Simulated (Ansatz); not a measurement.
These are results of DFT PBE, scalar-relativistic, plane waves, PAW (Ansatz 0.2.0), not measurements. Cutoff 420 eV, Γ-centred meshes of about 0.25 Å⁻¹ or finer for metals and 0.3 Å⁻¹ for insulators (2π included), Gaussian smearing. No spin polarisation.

Relaxed forms of Sc₂SnSe₅:

Cell 1.

Space group P-3m1 (No. 164). a = 3.877 Å, b = 3.877 Å, c = 17.456 Å, α = 90.00°, β = 90.00°, γ = 120.00°
| atom | site | symmetry | x | y | z |
| --- | --- | --- | --- | --- | --- |
| Sc | 2d | 3m. | 0.6667 | 0.3333 | 0.3977 |
| Sn | 1a | -3m. | 0.0000 | 0.0000 | 0.0000 |
| Se | 2d | 3m. | 0.6667 | 0.3333 | 0.0913 |
| Se | 2d | 3m. | 0.3333 | 0.6667 | 0.3204 |
| Se | 1b | -3m. | 0.0000 | 0.0000 | 0.5000 |

Cell 2.

Space group C2/m (No. 12). a = 12.243 Å, b = 5.590 Å, c = 8.611 Å, α = 90.00°, β = 133.33°, γ = 90.00°
```tsv
atom	site	symmetry	x	y	z
Sc	4i	m	0.1976	0.0000	0.7796
Sn	2a	2/m	0.0000	0.0000	0.0000
Se	4i	m	0.7827	0.5000	0.1763
Se	4i	m	0.9236	0.0000	0.6149
Se	2b	2/m	0.0000	0.5000	0.0000
```

Question: How do gap and energy differ between these forms?

Answer: Gaps on the mesh: 0.79 eV for cell 1, none for cell 2. Lowest in energy is cell 1; cell 2 lies 123 meV/atom higher. The lowest form also has the widest gap. Counting Se atoms around Sc and Sn (those within 1.25 times the shortest such distance or 1.15 times the sum of covalent radii, 1.27 where that leaves under three; a plus sign parts nearer from farther groups): cell 1 (P-3m1, 28.4 Å³/atom) has Sc 3+3, Sn 6; cell 2 (C2/m, 26.8 Å³/atom) has Sc 6, Sn 6.

Gaps are read on each cell's k mesh and can be smaller between its points; Kohn–Sham gaps at this level usually fall short of measured ones, and a small gap can close altogether. No dispersion correction is applied, so the spacing and binding between layers, chains or molecules are poorly described (P-3m1), and this can change margins and order among such cells. The zero gap of C2/m may come from the functional, which often closes small gaps. Trial moments fell under 0.15 μB along the way in C2/m; another start might hold them. With atoms moved at random, cell 1 came back. Cell 2 had no clear such test and can be a saddle point. Some types were kept out of the candidates beforehand, so the set may lack a known form.
